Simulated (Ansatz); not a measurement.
# NbH2: a sublattice moved along a line

All numbers below come from DFT r2SCAN, scalar-relativistic, plane waves, PAW in Ansatz. The runs took a 500 eV cutoff, a Γ-centred 18×18×18 mesh and Gaussian smearing (0.15 eV). No spin polarisation. Energies are free energies at this smearing, counted from the undisturbed cell; pressure is positive in compression.

The starting cell (as given, not relaxed at this level; it stands at -1.9 GPa, and it needn't be the usual structure):

```yaml
crystal:
  lattice:
    - [0.00000, 2.28150, 2.28150]
    - [2.28150, 0.00000, 2.28150]
    - [2.28150, 2.28150, 0.00000]
  atoms:
    - { symbol: Nb, position: [0.00000, 0.00000, 0.00000] }
    - { symbol: H, position: [0.25000, 0.25000, 0.25000] }
    - { symbol: H, position: [0.75000, 0.75000, 0.75000] }
```

Every H atom is moved by x along the Cartesian unit vector (0.000, 0.000, -1.000); the cell and all other atoms stay fixed. The cell is metallic on the mesh throughout.

Problem. Over the sampled range (-0.2000 to 0.1750), is the undisturbed cell the lowest point?

Solution. Yes, every other sampled point lies higher.

The scan:

| x (Å) | ΔE (meV/cell) |
| --- | --- |
| -0.2000 | 159.6 |
| -0.1000 | 39.1 |
| 0.0000 | 0.0 |
| 0.0250 | 2.5 |
| 0.0500 | 9.8 |
| 0.0750 | 22.0 |
| 0.1250 | 61.2 |
| 0.1500 | 88.6 |
| 0.1750 | 121.4 |